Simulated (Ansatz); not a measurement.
**SiGe (P6_3mc), a sublattice moved along a line**

The calculation used DFT LDA, scalar-relativistic, plane waves, PAW (Ansatz 0.2.0). Settings: plane waves to 420 eV, k-mesh 12×12×6 (Γ-centred), Gaussian smearing 0.03 eV. No spin polarisation. Energies are free energies at this smearing, counted from the undisturbed cell; pressure is positive in compression.

Zero of the scan (as given, not relaxed at this level; it stands at -2.1 GPa, and it needn't be the usual structure):

```
CELL_PARAMETERS angstrom
3.90445 0.00000 0.00000
-1.95223 3.38135 0.00000
0.00000 0.00000 6.45078
ATOMIC_POSITIONS crystal
Si 0.66667 0.33333 0.87461
Si 0.33333 0.66667 0.37461
Ge 0.66667 0.33333 0.50039
Ge 0.33333 0.66667 0.00039
```

Every Si atom is moved by x along the Cartesian unit vector (0.000, 0.000, 1.000); the cell and all other atoms stay fixed.

```csv
x (Å),ΔE (meV/cell)
-0.5000,4439.4
-0.2500,901.8
0.0000,0.0
0.3750,1040.8
```

Problem. Predict the force along x on the moved atoms (eV/Å) at each point.

Solution.
| x (Å) | force along x on the moved atoms (eV/Å) |
| --- | --- |
| -0.5000 | 21.76 |
| -0.2500 | 7.88 |
| 0.0000 | -0.01 |
| 0.3750 | -4.11 |